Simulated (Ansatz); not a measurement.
## ¹⁷⁶Lu nuclear quadrupole resonance in Lu

Cell: a structure deposited in the COD whose atoms were relaxed with PBE, the cell held.

```
Lu
1.0
     3.50990    0.00000    0.00000
    -1.75495    3.03966    0.00000
     0.00000    0.00000    5.56660
Lu
2
Direct
  0.33333 0.66667 0.25000
  0.66667 0.33333 0.75000
```

Sites (sets of like atoms) are named by element and the number of their first atom in this list.

Method: Kohn–Sham DFT in Ansatz, PBE, plane waves and PAW, with spin–orbit coupling, 420 eV cutoff, Γ-centred 11×11×6 k-points, Fermi–Dirac smearing 0.05 eV.

¹⁷⁶Lu: I = 7, Q = 4970 mb (year-2017 value). Static lattice, zero field.

(1) At which frequencies do the ¹⁷⁶Lu NQR lines lie?

(2) And for 175Lu (I = 7/2, Q = 3490 mb) on Lu?

## Answers

(1) The lines follow from diagonalising the quadrupole Hamiltonian.

```tsv
site	atoms	V_zz (10²¹ V/m²)	C_Q (MHz)	η	line frequencies (MHz)
Lu	1, 2	4.86	584	0.00	4.82, 14.4, 24.1, 33.7, 43.3, 53.0, 62.6
```

(2) C_Q scales with Q to 410 MHz, with lines at 29.3, 58.6, 87.9 MHz.

An axis of threefold or higher order runs through Lu, so V_zz lies along it and η is zero.

With no gap above 0.1 eV, as in a metal, the gradients converge slowly in k; expect changes of a tenth or more on a denser mesh.
